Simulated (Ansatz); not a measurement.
# Computed properties of C

C:
```yaml
crystal:
  lattice:
    - [3.41687, 0.00000, 0.00000]
    - [0.00000, 3.41687, 0.00000]
    - [0.00000, 0.00000, 6.06619]
  atoms:
    - { symbol: C, position: [0.83164, 0.33164, 0.35975] }
    - { symbol: C, position: [0.16836, 0.66836, 0.35975] }
    - { symbol: C, position: [0.16836, 0.33164, 0.85975] }
    - { symbol: C, position: [0.83164, 0.66836, 0.85975] }
    - { symbol: C, position: [0.66836, 0.83164, 0.64025] }
    - { symbol: C, position: [0.33164, 0.16836, 0.64025] }
    - { symbol: C, position: [0.33164, 0.83164, 0.14025] }
    - { symbol: C, position: [0.66836, 0.16836, 0.14025] }
    - { symbol: C, position: [0.00000, 0.00000, 0.50000] }
    - { symbol: C, position: [0.50000, 0.50000, 0.00000] }
    - { symbol: C, position: [0.50000, 0.50000, 0.50000] }
    - { symbol: C, position: [0.00000, 0.00000, 0.00000] }
```

Space group P4_2/ncm (No. 138); conventional cell a = 3.4169 Å, b = 3.4169 Å, c = 6.0662 Å, α = 90.00°, β = 90.00°, γ = 90.00°.

Method: the program Ansatz at the r²SCAN level (PAW). Structure relaxed to zero pressure with the same functional. Other levels are named where they apply.

### Cell and energy

```json
{
  "volume_per_atom": "5.90 Å³",
  "density": "3.38 g/cm³"
}
```

### Electronic structure

```json
{
  "band_gap": "3.99 eV (indirect)",
  "valence_band_maximum": "at Γ",
  "conduction_band_minimum": "on the A–Z line, 75 % of the way from A (4 equivalent valleys)",
  "smallest_direct_gap_on_the_standard_path": "5.26 eV",
  "electron_effective_mass": "0.43, 0.49, 0.54 mₑ (principal values)",
  "hole_effective_mass": "0.44, 0.48, 0.48 mₑ (principal values)",
  "HSE06 gap on the r²SCAN cell": "4.87 eV"
}
```

### Mechanics

```json
{
  "Bulk modulus (Birch–Murnaghan fit)": "419 GPa",
  "Pressure derivative B′": "3.7",
  "Elastic constants (relaxed ions, GPa)": "C11 = 996, C12 = 160, C13 = 120, C33 = 986, C44 = 498, C66 = 583",
  "mechanical_stability": "stable (all eigenvalues of C positive)",
  "hill_bulk_and_shear_moduli": "420 and 485 GPa",
  "Young's modulus": "1050 GPa",
  "Poisson's ratio": "0.08",
  "debye_temperature_from_the_elastic_constants": "2150 K"
}
```

The start of the workflow was typed in or built on a structure type; neither database checked (COD, Materials Project) lists it. It is not the phase usual at ambient conditions (space group No. 194, 227). The cell was relaxed with r²SCAN under the symmetry of its start; its stability against distortions is not shown here.

Potentials: the earlier of the program's two PAW sets.
